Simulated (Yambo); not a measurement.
Material: K₂LiAlF₆ (space group Fm-3m, No. 225); a = b = c = 5.6418 Å, α = β = γ = 60.00° (10 atoms in the cell). The geometry is that of Materials Project entry mp-9839, symmetrised and not relaxed again.

With norm-conserving PBEsol (Quantum ESPRESSO, 84 Ry, without SOC), the gap between the mesh's edge points (Γ → Γ) is 7.324 eV.

**Question.** What does a G0W0 run in Yambo give for it (2×2×2 Γ-centred k mesh, bands 2 to 191 and a 7 Ry block in the screening, 191 bands in G with the Bruneval-Gonze terminator, plasmon pole fitted at 27.2 eV)?

**Answer.** The correction is 4.204 eV, giving 11.528 eV, 1.6 times the PBEsol value.  Nearest settings tried, and what they do to the gap: 126 bands in W, 126 bands in G: +103 meV; 6 Ry block (229 vectors against 307): -2 meV. Not varied: mesh. So the settings aren't converged at that level. The k mesh is coarse.
